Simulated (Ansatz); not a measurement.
Consider the following.

ZnSe:
```cif
data_Se4Zn4
_chemical_formula_sum 'Zn4 Se4'
_space_group_name_H-M_alt 'F-43m'
_space_group_IT_number 216
_space_group_name_Hall 'F -4 2 3'
_cell_length_a 5.56735
_cell_length_b 5.56735
_cell_length_c 5.56735
_cell_angle_alpha 90.000
_cell_angle_beta 90.000
_cell_angle_gamma 90.000
loop_
_atom_site_label
_atom_site_type_symbol
_atom_site_symmetry_multiplicity
_atom_site_Wyckoff_symbol
_atom_site_fract_x
_atom_site_fract_y
_atom_site_fract_z
_atom_site_occupancy
Zn1 Zn 4 a 0.00000 0.00000 0.00000 1
Se1 Se 4 d 0.75000 0.75000 0.75000 1
```
(The calculation used a cell of 2 atoms; values per cell refer to that cell.)

This is the LDA-relaxed structure.

Q: All from DFT-LDA in the program Ansatz with PAW potentials, unless another level is named. Give the static dielectric constant ε0 (ions relaxed, cell fixed).

A: 10.1.

Q: What about the Born charges (a third of the trace)?

A: Zn +1.97, Se -1.97 e.

Q: Predict the largest static χ(2) component.

A: 59 pm/V.

The LDA relaxation kept the symmetry of its start; phonons on a q-mesh show no instability. Spin–orbit coupling is left out wherever it is not named.

Potentials: the earlier of the program's two PAW sets.
